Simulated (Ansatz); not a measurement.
NaCl (rock salt, space group No. 225), PBEsol in the plane-wave PAW code Ansatz, all energies at zero smearing, with the estimated change up to a 700 eV cutoff added, with one set of potentials and settings (totals compare only within such a set). Cell of 2 atoms (1 Na, 1 Cl): -2540.288 eV.

```tsv
element	reference phase	E (eV/atom)
Na	P6_3/mmc, 2 atoms in the cell	-1475.8698
Cl	Cmce, 4 atoms in the cell	-1060.8120
```

Formation energy per atom, worked out: (-2540.288 − 1×(-1475.8698) − 1×(-1060.8120))/2 = -1.803 eV/atom (-174 kJ per mol of atoms), at 0 K, without zero-point energy or fitted corrections.

Space group Fm-3m (rock salt). The cell was relaxed with PBEsol under the symmetry of its start. The references are the lowest solids computed at this level, not always the standard phases (solids in place of the gases).

Potentials: the earlier of the program's two PAW sets. The files were generated under PBE; for other functionals the program regenerates the frozen cores, and for LDA and PBEsol the local potential too.
